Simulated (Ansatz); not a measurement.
Input, command and steps of an Ansatz relaxation.

```yaml
crystal:
  lattice:
    - [-2.9339025367, 2.9339025367, 2.4295416626]
    - [2.9339025367, -2.9339025367, 2.4295416626]
    - [2.9339025367, 2.9339025367, -2.4295416626]
  atoms:
    - { symbol: Fe, position: [0.75, 0.75, 0.0], spin: 2.19 }
    - { symbol: Fe, position: [0.25, 0.25, 0.0], spin: 2.19 }
    - { symbol: Ge, position: [0.1546050365, 0.6546050365, 0.8092100731] }
    - { symbol: Ge, position: [0.3453949635, 0.1546050365, 0.5] }
    - { symbol: Ge, position: [0.6546050365, 0.8453949635, 0.5] }
    - { symbol: Ge, position: [0.8453949635, 0.3453949635, 0.1907899269] }
basis:
  ecutwfc: 500
kpoints:
  mp_grid: { grid: [10, 10, 10] }
hamiltonian:
  xc: r2scan
scf:
  occupations: { method: gaussian, width: 0.1 }
output:
  forces: true
  stress: true
  eigenvalues: true
  populations: true
magnetization:
  spin_polarized: true
relax:
  adjacent_minimum: "off"
  f_tol: 0.01
  max_steps: 30
  cell: { stress_tol: 0.1, fix: [volume] }
```

```bash
ansatz run input.yaml --threads 2 --pin off --max-ram 5120MiB --backend cpu --events-out ev --progress --plain --runs-dir out
```

Method: DFT r2SCAN, scalar-relativistic, plane waves, PAW (Ansatz 0.2.0).

The volume is held at 0.97 times that of the relaxed cell.

Of 3 frames 3 are shown, positions in Å and forces in eV/Å; the SCF threshold varies from step to step. Steps run on the plane waves of an earlier cell, with a Pulay correction in the pressure. The basis is chosen afresh for the last frame, the zero of the energies, and at times for earlier ones too; energy and pressure step there, also at an unchanged geometry.

```xyz
6
Lattice="-2.9339 2.9339 2.4295 2.9339 -2.9339 2.4295 2.9339 2.9339 -2.4295" Properties=species:S:1:pos:R:3:forces:R:3 pbc="T T T" step=1 free_energy_over_end_meV_per_atom=0.08 pressure_GPa=3.00
Fe    0.0000    0.0000    3.6443    0.0000    0.0000    0.0000
Fe    0.0000    0.0000    1.2148    0.0000    0.0000    0.0000
Ge    3.8411    0.9072    0.0000    0.0093    0.0093    0.0000
Ge    0.9072    2.0267    0.0000    0.0093   -0.0093    0.0000
Ge    2.0267    0.9072    2.4295   -0.0093    0.0093    0.0000
Ge   -0.9072    2.0267    2.4295   -0.0093   -0.0093    0.0000
6
Lattice="-2.9308 2.9308 2.4347 2.9308 -2.9308 2.4347 2.9308 2.9308 -2.4347" Properties=species:S:1:pos:R:3:forces:R:3 pbc="T T T" step=2 free_energy_over_end_meV_per_atom=0.00 pressure_GPa=2.94
Fe    0.0000    0.0000    3.6521    0.0000    0.0000    0.0000
Fe    0.0000    0.0000    1.2173    0.0000    0.0000    0.0000
Ge    3.8380    0.9072    0.0000   -0.0012   -0.0012    0.0000
Ge    0.9072    2.0236    0.0000   -0.0012    0.0012    0.0000
Ge    2.0236    0.9072    2.4347    0.0012   -0.0012    0.0000
Ge   -0.9072    2.0236    2.4347    0.0012    0.0012    0.0000
6
Lattice="-2.9308 2.9308 2.4347 2.9308 -2.9308 2.4347 2.9308 2.9308 -2.4347" Properties=species:S:1:pos:R:3:forces:R:3 pbc="T T T" step=3 free_energy_over_end_meV_per_atom=0.00 pressure_GPa=2.94
Fe    0.0000    0.0000    3.6521    0.0000    0.0000    0.0000
Fe    0.0000    0.0000    1.2173    0.0000    0.0000    0.0000
Ge    3.8380    0.9072    0.0000   -0.0012   -0.0012    0.0000
Ge    0.9072    2.0236    0.0000   -0.0012    0.0012    0.0000
Ge    2.0236    0.9072    2.4347    0.0012   -0.0012    0.0000
Ge   -0.9072    2.0236    2.4347    0.0012    0.0012    0.0000
```

It took 4.2 min on 2 threads of Arm Neoverse V2, on a shared host, peak memory 1.2 GiB.

The state reached may not be the lowest one. Only parallel moments were tried here.